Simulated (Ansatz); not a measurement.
**Cu3Ni2: rattling a relaxed structure**

It was reached by relaxing an invented guess, and it needn't be the stable form of this composition.

All numbers below come from DFT PBE, scalar-relativistic, plane waves, PAW in Ansatz 0.2.0. Settings: cutoff 420 eV, Γ-centred mesh 18×18×2 on the computed 10-atom cell, Gaussian smearing of 0.10 eV; no spin polarisation.

The cell below (10 atoms, space group P-3m1 (No. 164)) is relaxed within its symmetry.

```
Cu Ni
1.0
     2.52059    0.00000    0.00000
    -1.26030    2.18290    0.00000
     0.00000    0.00000   20.84959
Cu Ni
6 4
Cartesian
  0.0000 1.4553 17.6552
  0.0000 1.4553 1.0664
  0.0000 1.4553 9.3614
  1.2603 0.7276 19.7832
  1.2603 0.7276 3.1943
  1.2603 0.7276 11.4882
  0.0000 1.4553 13.5631
  0.0000 1.4553 5.2674
  1.2603 0.7276 15.5822
  1.2603 0.7276 7.2865
```

For the test it was strained at random (σ = 1.5 % a component), the atoms were moved at random (σ = 0.10 Å), and all was relaxed again on a coarse 12×12×1 mesh (in the run’s order of axes) with 0.20 eV smearing, with no symmetry imposed.

Trial moments died out on the coarse mesh, so the last step has no spin; another magnetic start might hold.

Question: What happens?

Answer: It returns, within 1 meV/atom of the unmoved cell on that mesh and with the same symmetry when read at 0.1 Å. No instability shows in this cell; modes of other wave vectors, which need another repeat, aren't tested.
